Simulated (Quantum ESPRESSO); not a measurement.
# Where does Zn sit best among Al sites?

Calculated results; nothing here was measured. They come from pw.x of Quantum ESPRESSO 7.5, a plane-wave density functional program, with PseudoDojo standard norm-conserving files (v0.5 for PBE, v0.4.1 for LDA and PBEsol). The cells are made up: elements, strain and atom displacements were drawn at random, and nothing was relaxed. There is no spin polarisation, spin-orbit coupling or dispersion term.

The cell has 16 sites of a zincblende or diamond lattice (two cubes along c). Sites 1 to 8 hold Al Al Si X Al X X X; sites 9 to 16 hold P Si P P P P P P. Cell vectors in Å: (5.589, -0.007, 0.069); (-0.007, 5.484, -0.098); (0.138, -0.196, 11.144). Settings: PBE, cutoff 1143 eV, 6 x 6 x 4 k mesh shifted by half a step, Fermi-Dirac smearing of 0.1 eV.

In each run one of the sites marked X holds Zn and the others hold Al; cell and positions stay the same. E is the free energy of the cell.

```
site of the guest  first shell  mean distance (Å)  E above the lowest (eV)  P (GPa)  force on the guest (eV/Å)
                4           P4              2.440                    0.046    -0.49                      1.102
                6           P4              2.380                    0.215    -0.57                      1.638
                7           P4              2.454                    0.203    -0.37                      0.408
                8         P3Si              2.436                    0.000    -0.57                      1.186
```

A rerun of one of these cells at 1437 eV and k mesh 8 x 8 x 6 moved values by no more than 0.002 eV in the cell's energy, 0.02 GPa in stress and 0.002 eV/Å in force.

## Reading the table

Site 8 is lowest, by 0.046 eV, over three times the rerun's bound. The first shells differ, so neighbours and distances change together and cannot be told apart here. The positions are random and not relaxed, so the differences hold for this frozen cell and are not site preferences of a real crystal.